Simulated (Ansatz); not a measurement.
GdSnGe: what a change of kpoints.mp_grid.grid, basis.ecutrho_ratio does

Level of theory: r2SCAN, collinear spin, scalar-relativistic; Ansatz, plane waves to 500 eV (PAW set soft_2), k-mesh 8×8×8. These are the settings of the reference run.

Cell:

```
CELL_PARAMETERS angstrom
2.13865 -8.45292 0.00000
2.13865 8.45292 0.00000
0.00000 0.00000 4.04286
ATOMIC_POSITIONS crystal
Gd 0.40399 0.59601 0.25000
Gd 0.59601 0.40399 0.75000
Ge 0.04865 0.95135 0.25000
Ge 0.95135 0.04865 0.75000
Sn 0.75706 0.24294 0.25000
Sn 0.24294 0.75706 0.75000
```

The reference run of this cell is solved again as a single point with these keys changed:

| key | reference run | changed run |
| --- | --- | --- |
| kpoints.mp_grid.grid | [8, 8, 8] | [4, 4, 4] |
| basis.ecutrho_ratio | not typed | 8 |

Q: How does the changed run end?

A: 

| quantity | reference run | changed run |
| --- | --- | --- |
| energy, changed less reference (meV an atom) | 0 | -1.6 |
| pressure (GPa) | 0.0 | 0.0 |
| largest force (eV/Å) | 0.00 | 0.09 |
| gap on the mesh (eV) | 0.00 | 0.00 |
| moment of the cell (μB) | 14.25 | 14.19 |

The energy moves by 1.6 meV an atom (0.01 eV for the cell). It took 22 iterations.

Caveats: the reference run: Gd without a U keeps its half-filled shell, but its 4f levels lie too near the Fermi level; the reference run: open f or d shells may hold a state above the lowest; a single point, atoms not relaxed again.
